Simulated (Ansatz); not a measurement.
SiGe$_{3}$:
```
SiGe3
1.0
   -1.88782     1.88782     5.03202
    1.88782    -1.88782     5.03202
    1.88782     1.88782    -5.03202
Si Ge
1 3
Cartesian
  0.00000   0.00000   0.00000
  0.00000   1.88782   2.51601
  1.88782   0.00000   2.51601
  0.00000   0.00000   5.03202
```

Relaxed with r²SCAN+D4. Special points in fractions of this cell's reciprocal vectors: Γ (0.000, 0.000, 0.000); X (0.000, 0.000, 0.500); P (0.250, 0.250, 0.250); N (0.000, 0.500, 0.000); M (0.500, 0.500, -0.500); S (0.285, 0.715, -0.285); S0 (-0.285, 0.285, 0.285); R (-0.070, 0.070, 0.500); G (0.500, 0.500, -0.070).

Question: List the band energies nearest the Fermi level at these points for r²SCAN+D4 in the plane-wave PAW code Ansatz.

Answer: In eV from the Fermi level; about four levels below and three above (degenerate sets whole), none deeper than 8.9 eV; points with the same levels are listed once.

```json
[
 {"k": "Γ", "below": "-2.20 -2.20 -2.12 -2.12", "above": "1.15 1.42 6.52 6.52"},
 {"k": "X", "below": "-3.43 -3.30 -0.85 -0.70", "above": "3.73 3.84 7.69"},
 {"k": "P", "below": "-4.98 -4.93 -4.93 -4.71", "above": "1.35 1.36 1.36"},
 {"k": "N", "below": "-1.55 -1.48 -0.40 -0.26", "above": "1.31 1.44 2.18"},
 {"k": "M", "below": "-3.59 -3.59 -3.42 -2.83 -0.02", "above": "0.03 0.39 0.39"},
 {"k": "S", "below": "-5.97 -2.66 -1.44", "above": "0.25 1.13 1.38"},
 {"k": "R", "below": "-3.34 -3.20 -0.74 -0.60", "above": "3.35 3.45 8.26"}
]
```

Space group I4/mmm. The workflow started from a Materials Project entry (that database holds measured and hypothetical structures alike); the Crystallography Open Database copy checked does not list it. Whether it is the stable phase at ambient conditions was not checked. Symmetry was held in the r²SCAN+D4 relaxation; its stability against distortions is not shown here. Its formation energy is positive at this level, so the cell may be metastable or incomplete. Scalar-relativistic: spin–orbit coupling is off unless named, which matters more the heavier the elements.

Potentials: the later of the program's two PAW sets.
